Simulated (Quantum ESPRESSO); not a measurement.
Ga3SiN3C, a curve over strain

Simulated, not a measurement. The program is pw.x of Quantum ESPRESSO 7.5 (plane-wave density functional theory). The cell is made up: 8 atoms on a zincblende/diamond lattice, with randomly drawn elements, strain and displacements, not relaxed. PseudoDojo standard norm-conserving files (v0.5 for PBE, v0.4.1 for LDA and PBEsol) set the functional; there is no spin polarisation, spin-orbit coupling or dispersion term, and the masses in the input are unused placeholders.

Seven runs add a strain to one cell (along z); the atoms follow the cell and are not relaxed. Stress in the table is positive in tension.

Input of the run at -0.0005:

```
&control calculation='scf', pseudo_dir='./dojo.nc.sr.pbe.v0_5.standard.upf', outdir='./o', disk_io='medium', tprnfor=.true., tstress=.true. /
&system ibrav=0, nat=8, ntyp=4, nbnd=37, ecutwfc=84.00895049, nosym=.true., tot_charge=0,
 occupations='smearing', smearing='fd', degauss=0.0018374661
/
&electrons conv_thr=7.350e-09, electron_maxstep=60, /
ATOMIC_SPECIES
C 1.0 C.upf
Ga 1.0 Ga.upf
N 1.0 N.upf
Si 1.0 Si.upf
CELL_PARAMETERS angstrom
4.5471 0.0168 -0.0241
0.0168 4.5633 0.0556
-0.0241 0.0556 4.6214
ATOMIC_POSITIONS angstrom
Ga -0.1131 -0.0732 -0.0457
Ga -0.1232 2.3041 2.3807
Si 2.2799 0.1552 2.3716
Ga 2.2304 2.416 0.0085
N 1.1003 1.1938 1.2544
N 1.0106 3.5679 3.5315
C 3.4033 1.2942 3.4599
N 3.4959 3.4575 1.2206
K_POINTS automatic
4 4 4 1 1 1
```

```
added strain  free energy less that of the input shown (eV)  stress xx (GPa)  stress yy (GPa)  stress zz (GPa)  stress xy (GPa)  pressure (GPa)  next band up at Gamma (eV)  iterations
     -0.0199                                        -0.0083             1.89             1.31            -1.85             1.22           -0.45                       1.355          11
     -0.0085                                        -0.0106             3.23             2.69             1.22             1.14           -2.38                       1.298          11
     -0.0005                                         0.0000             4.10             3.59             3.33             1.09           -3.67                       1.256          11
     +0.0024                                         0.0066             4.40             3.90             4.09             1.07           -4.13                       1.240          11
     +0.0132                                         0.0418             5.45             4.99             6.88             1.00           -5.77                       1.179          11
     +0.0171                                         0.0590             5.80             5.36             7.87             0.98           -6.34                       1.156          11
```

Question: one run is left out of the table, at -0.0048. Estimate its stress zz (GPa).

Answer: 2.20. The whole row:

| added strain | free energy less that of the input shown (eV) | stress xx (GPa) | stress yy (GPa) | stress zz (GPa) | stress xy (GPa) | pressure (GPa) | next band up at Gamma (eV) | iterations |
| --- | --- | --- | --- | --- | --- | --- | --- | --- |
| -0.0048 | -0.0070 | 3.64 | 3.12 | 2.20 | 1.12 | -2.99 | 1.279 | 11 |

A cubic fit gives a slope of stress zz against the added strain of 262 GPa at zero added strain, with the atoms clamped. Across the table the free energy follows the integral of the stress to within 0.6 meV. A rerun of one of the cells at 1437 eV and a 6 x 6 x 6 mesh moved values by no more than 0.004 eV in energy, 0.02 GPa in stress and 0.002 eV/Å in force. The band column is the level of band 32 at Gamma less that of band 31, whose number is half the electron count, rounded up; it comes from a band step after each run.